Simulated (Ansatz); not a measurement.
The start is a generated trial cell of Si2Mo in the C54 structure type. Cell shape, volume and atoms are optimised at zero target pressure with r2SCAN (plane waves to 500 eV, PAW, scalar-relativistic; Ansatz, an electronic-structure program). The first steps use a coarse 6×6×6 k-mesh.

Initial structure:
```
Si2Mo
1.0
    0.00000     4.08346     4.22344
    2.37092     0.00000     4.22344
    2.37092     4.08346     0.00000
Si Mo
4 2
Direct
  0.66350   0.33650   0.66350
  0.33650   0.66350   0.33650
  0.58650   0.91350   0.58650
  0.91350   0.58650   0.91350
  0.00000   0.00000   0.00000
  0.25000   0.25000   0.25000
```

What pressure does the first self-consistent step give?

-3 GPa (negative: the cell is under tension).

How much energy is released per atom?

0.03 eV/atom.

How does the volume change?

-2.4 %, from 13.63 to 13.30 Å³/atom.

The space group stays Fddd (No. 70) (the run could not lower it); the end is AFLOW prototype A2B_oF24_70_e_a (C54, as in TiSi2), with 6 atoms in the primitive cell. Final values are on a 13×13×13 k-mesh of the relaxed cell. No spin polarisation in the result.

The run could not lose the symmetry of its start; a randomly shaken copy of 12 atoms returns to this structure.

The relaxed structure here is a generated cell of Si2Mo: the first start was made by placing the elements on the sites of a structure type, and the end was not matched to a known phase here, so it may be hypothetical. Known forms of Si2Mo include space group No. 139.
